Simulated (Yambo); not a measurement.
Input:

```xyz
7
Lattice="-3.1673 3.1673 3.1673 3.1673 -3.1673 3.1673 3.1673 3.1673 -3.1673" Properties=species:S:1:pos:R:3 pbc="T T T"
F      0.0000     0.0000     4.5019
F      0.0000     0.0000     1.8328
F      4.5019     0.0000     0.0000
F      1.8328     0.0000     0.0000
F      0.0000     4.5019     0.0000
F      0.0000     1.8328     0.0000
Mo     0.0000     0.0000     0.0000
```

Workflow: norm-conserving LDA (Quantum ESPRESSO, 84 Ry, without SOC), then G0W0 in Yambo (2×2×2 Γ-centred k mesh, bands 2 to 187 and a 7 Ry block in the screening, 187 bands in G with the Bruneval-Gonze terminator, plasmon pole fitted at 27.2 eV).

Problem. Give the LDA and G0W0 gaps between the band edges found on this mesh, and say where the edges lie.

Solution. Edges: Γ → N. LDA: 4.29 eV; G0W0: 8.66 eV. Nearest settings tried, and what they do to the gap: 147 bands in W, 147 bands in G: +34 meV; 6 Ry block (225 vectors against 321): +51 meV. Not varied: mesh. So the settings aren't converged at that level. The k mesh is coarse. Spin-orbit splittings are left out.

Geometry of the Materials Project entry, not relaxed at this level.

The structure is a Materials Project entry; no match was found in the copy of COD used, and its stability was not checked.
